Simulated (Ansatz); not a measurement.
## Energy landscape of Ir

37 relaxations of Ir ended in 19 distinct structures; the lowest 14 are listed. Calculation: r2SCAN (plane waves to 500 eV, PAW, scalar-relativistic; Ansatz, a first-principles code).

```csv
#,space group,Pearson,type,E − E(lowest) (eV/atom),V (Å³/atom),coordination,runs ending here
1,Fm-3m,cF4,fcc (Cu type),0.00,14.20,Ir 12 (cuboctahedral),11
2,P6₃/mmc,hP4,"AFLOW prototype A_hP4_194_ac (A3', as in La)",0.04,14.23,–,1
3,P6₃/mmc,hP2,hcp (Mg type),0.09,14.27,Ir 12 (anticuboctahedral),4
4,Fddd,oF8,AFLOW prototype A_oF8_70_a,0.22,14.53,–,1
5,P6₂22,hP3,–,0.25,14.53,–,1
6,I4/mmm,tI2,AFLOW prototype A_tI2_139_a (A_a),0.34,14.67,–,1
7,P4₃2₁2,tP12,–,0.35,15.21,–,1
8,Fmmm,oF8,–,0.36,15.04,–,1
9,Pm-3n,cP8,–,0.55,14.78,–,1
10,P6/mmm,hP1,"AFLOW prototype A_hP1_191_a (A_f, as in Sn)",0.60,15.57,–,2
11,Pmc2₁,oP6,–,0.62,17.64,–,1
12,I4₁/amd,tI4,–,0.69,15.90,–,1
13,Im-3m,cI2,bcc (W type),0.70,14.72,Ir 8 (cubic)+6,2
14,R32,hR3,–,0.73,17.08,–,1
```

Coordination numbers (neighbours up to the widest gap in distance over summed covalent radii, below 1.35; n+m marks a second, longer set). All are gapless at this level. Fm-3m, cF4, fcc (Cu type) is the lowest of the structures calculated here.

Space group Fm-3m (No. 225); a = b = c = 3.8444 Å, α = β = γ = 90.00°

| atom | site | symmetry | x | y | z |
|---|---|---|---|---|---|
| Ir | 4b | m-3m | 0.5000 | 0.5000 | 0.5000 |
(The calculation used a cell of 1 atom; values per cell refer to that cell.)

Probably no minimum, since a slightly shaken restart fell lower: I4/mmm, tI2, AFLOW prototype A_tI2_139_a (A_a) (by 0.34 eV/atom, to Fm-3m). Each run could gain symmetry but not lose that of its start, so entries can be saddle points. From databases, or of a type measured for this composition: Fm-3m, cF4, fcc (Cu type); the others are generated cells (placed on structure types, drawn at random, substituted or restacked) that were not matched to a known phase here. Static energies at zero pressure. No spin polarisation in the result. A magnetic state may lie lower.
